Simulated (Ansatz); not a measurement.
## LaGdBr2O2: what a change of kpoints.KSPACING, scf.max_iter does

Level of theory: PBEsol, collinear spin, scalar-relativistic; Ansatz, plane waves to 420 eV (PAW set soft_2), k-mesh 6×6×4. These are the settings of the reference run.

Cell:

```xyz
6
Lattice="3.9770 0.0000 0.0000 0.0000 3.9770 0.0000 0.0000 0.0000 7.7542" Properties=species:S:1:pos:R:3 pbc="T T T"
Br    1.9885    1.9885    5.0107
Br    0.0000    0.0000    2.7135
Gd    1.9885    1.9885    1.1469
La    0.0000    0.0000    6.5447
O     1.9885    0.0000    0.0464
O     0.0000    1.9885    0.0464
```

The reference run of this cell is solved again as a single point with these keys changed:

| key | reference run | changed run |
| --- | --- | --- |
| kpoints.KSPACING | not typed | 0.3 |
| scf.max_iter | not typed | 100 |

Question: Does this change matter?

Answer: It is refused before the calculation starts. Message: Error: YAML parse error: error: line 17 column 3: unknown field `KSPACING`, expected one of mp_grid, list, band_path, initial_grid, further_shifts
  --> <input>:17:3
   |
15 | kpoints:
16 |   mp_grid: { grid: [6, 6, 4] }
17 |   KSPACING: 0.3
   |   ^ unknown field `KSPACING`, expected one of mp_grid, list, band_path, initial_grid, further_shifts
18 | hamiltonian:
19 |   xc: pbesol
   |
